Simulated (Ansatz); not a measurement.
Relaxed candidate structures of TePb:

**A**
```
CELL_PARAMETERS angstrom
      0.00000     3.64328     3.64328
      3.64328     0.00000     3.64328
      3.64328     3.64328     0.00000
ATOMIC_POSITIONS crystal
  Te 0.75000 0.75000 0.75000
  Pb 0.00000 0.00000 0.00000
```

**B**
```xyz
8
Lattice="8.3708 0.0000 0.0000 0.0000 4.4627 0.0000 0.0000 0.0000 7.7655" Properties=species:S:1:pos:R:3 pbc="T T T"
Te     4.1716     1.1157     5.8487
Te     8.3570     1.1157     5.7995
Te     4.1992     3.3470     1.9168
Te     0.0138     3.3470     1.9660
Pb     6.6183     1.1157     0.6558
Pb     2.4329     1.1157     3.2269
Pb     1.7525     3.3470     7.1096
Pb     5.9379     3.3470     4.5386
```

**C**
```
CELL_PARAMETERS angstrom
      4.25429     0.00000     0.00000
      0.00000     7.36782     0.00000
      0.00000     0.00000     7.51818
ATOMIC_POSITIONS crystal
  Pb 0.00000 0.77353 0.40537
  Pb 0.00000 0.22647 0.40537
  Te 0.50000 0.00000 0.61751
  Te 0.00000 0.00000 0.09326
```

**D**
```cif
data_PbTe
_chemical_formula_sum 'Pb1 Te1'
_space_group_name_H-M_alt 'P 1'
_space_group_IT_number 1
_cell_length_a 4.62198
_cell_length_b 4.62198
_cell_length_c 4.62198
_cell_angle_alpha 60.000
_cell_angle_beta 60.000
_cell_angle_gamma 60.000
loop_
_space_group_symop_operation_xyz
  'x, y, z'
loop_
_atom_site_label
_atom_site_type_symbol
_atom_site_fract_x
_atom_site_fract_y
_atom_site_fract_z
_atom_site_occupancy
Pb1 Pb 0.00000 0.00000 0.00000 1
Te1 Te 0.50000 0.50000 0.50000 1
```

Problem. Put the candidates in order of energy per atom, lowest first, for r2SCAN (plane waves to 500 eV, PAW, scalar-relativistic; Ansatz, an electronic-structure program).

Solution. D (reference, the lowest of the structures calculated here), B (+104 meV/atom), A (+247 meV/atom), C (+420 meV/atom)

Each run could gain symmetry but not lose that of its start, so entries can be saddle points. From databases, or of a type measured for this composition: Fm-3m, cF8, rock salt type; the others are generated cells (placed on structure types, drawn at random, substituted or restacked) that were not matched to a known phase here. Static energies at zero pressure. No spin polarisation in the result. Spin-orbit coupling is missing; with elements this heavy it can move band edges by tenths of an eV or more.
